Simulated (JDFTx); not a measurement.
System: pyrimidine, C4H4N2 (SMILES c1cncnc1), charge 0, multiplicity 1; geometry: optimised with GFN2-xTB in vacuum (no frequencies checked; largest PBE force component 1.0 eV/Å). Bonded distances (Å): C1–C2 1.388, C1–C6 1.388, C1–H7 1.078, C2–N3 1.324, C2–H8 1.083, N3–C4 1.320, C4–N5 1.321, C4–H9 1.082, N5–C6 1.324, C6–H10 1.083. Angles (°): C2–C1–C6 116.1, C2–C1–H7 122.0, C6–C1–H7 121.9, C1–C2–N3 122.1, C1–C2–H8 121.9, N3–C2–H8 116.0, C2–N3–C4 116.6, N3–C4–N5 126.5, N3–C4–H9 116.7, N5–C4–H9 116.7, C4–N5–C6 116.7, C1–C6–N5 122.0, C1–C6–H10 122.0, N5–C6–H10 116.0.

Level of theory: PBE, GBRV ultrasoft potentials, plane waves to 20/100 Ha; code: JDFTx (a modified build). Liquid: CANDLE, water, 1 M KF. The liquid run sits in a periodic box with 4.5 Å from the outermost atoms to the faces; the vacuum run is isolated. The box matters at about 0.01 eV. Solvation energy here means the total energy in the continuum liquid minus that in vacuum, same nuclei, nothing added for thermal motion or standard states.

```
Quantity                                                                             Result
-------------------------------------------------------------  ----------------------------
solvation energy                                                              -5.1 kcal/mol
part: cavitation term of the fluid                                            11.6 kcal/mol
part: dispersion term of the fluid                                           -10.2 kcal/mol
part: electrostatic term of the fluid                                         -8.6 kcal/mol
part: distortion of the solute's electrons                                     2.1 kcal/mol
dipole moment in vacuum                                                              2.29 D
dipole moment in the liquid                                                          3.50 D
highest occupied level in vacuum (zero: vacuum level)                              -5.88 eV
highest occupied level in the liquid (zero: bulk electrolyte)                      -6.06 eV
volume of the model's cavity                                                       239.6 Å³
rough cost, vacuum and liquid run                              2 min and 2 min of core time
```
